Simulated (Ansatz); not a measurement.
Consider the following.

As:
Space group R-3m, hexagonal axes (No. 166); a = 3.784 Å, b = 3.784 Å, c = 10.109 Å, α = 90.00°, β = 90.00°, γ = 120.00°

| atom | site | symmetry | x | y | z |
|---|---|---|---|---|---|
| As | 6c | 3m | 0.0000 | 0.0000 | 0.2303 |
(The calculation used a cell of 2 atoms; values per cell refer to that cell.)

This is the PBE+D3(BJ)-relaxed structure.

Question: All from PBE+D3(BJ) (plane waves, PAW; program Ansatz), unless another level is named. Predict the electronic character.

Answer: metallic (no gap).

Question: And the density of states at the Fermi level?

Answer: 0.05 states/eV per atom (mean over ±0.08 eV).

The PBE+D3(BJ) relaxation kept the symmetry of its start. Scalar-relativistic: spin–orbit coupling is off unless named, which matters more the heavier the elements.

Potentials: the earlier of the program's two PAW sets.
